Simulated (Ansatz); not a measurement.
YSi$_{2}$ in space group P4/mmm (No. 123; Si on 2f, Y on 1b) under volume change, DFT-PBE in the program Ansatz with PAW potentials, shape and atoms relaxed at each volume.

| V (Å³/atom) | E − E(relaxed) (meV/atom) | P (GPa) |
|---|---|---|
| 19.284 | 49.1 | 8.88 |
| 19.920 | 20.6 | 5.49 |
| 20.556 | 4.9 | 2.53 |
| 21.191 | 0.0 | 0.00 |
| 21.827 | 4.3 | -2.08 |
| 22.463 | 16.3 | -3.91 |
| 23.099 | 35.0 | -5.40 |

### Question
What does a third-order Birch–Murnaghan fit give for V₀, B₀ and B′?

### Answer
V₀ = 21.20 Å³/atom, B₀ = 76.3 GPa, B′ = 4.4.

The cell is a constructed one: a structure type filled with these elements; neither database checked (COD, Materials Project) lists it. COD files the formula under space group No. 191, so this cell is another polymorph or a model. Whether it is the stable phase at ambient conditions was not checked. The cell was relaxed with PBE under the symmetry of its start; its stability against distortions is not shown here. No spin polarisation was allowed.

Potentials: the later of the program's two PAW sets.
